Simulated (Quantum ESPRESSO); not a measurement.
```
CELL_PARAMETERS angstrom
      4.34213     0.00000     0.00000
     -2.17107     3.76040     0.00000
      0.00000     0.00000     5.11257
ATOMIC_POSITIONS crystal
  H  0.66667 0.33333 0.12590
  Al 0.66667 0.33333 0.46821
  Si 0.33333 0.66667 0.54407
  Ba 0.00000 0.00000 0.00473
```

The PBEsol cell relaxed from Materials Project entry mp-571093 was given an isotropic strain of +1 % on all lattice vectors, and the atoms were relaxed again.

Task: What does PBEsol (pw.x of Quantum ESPRESSO, ONCV potentials, scalar-relativistic) give for the electronic structure near the Fermi level?

Result: The PBEsol gap is 0.63 eV; at least one edge lies off the plotted path, at a point of the SCF mesh. The smallest direct gap is 1.15 eV. 

The structure is a Materials Project entry; no match was found in the copy of COD used, and its stability was not checked.
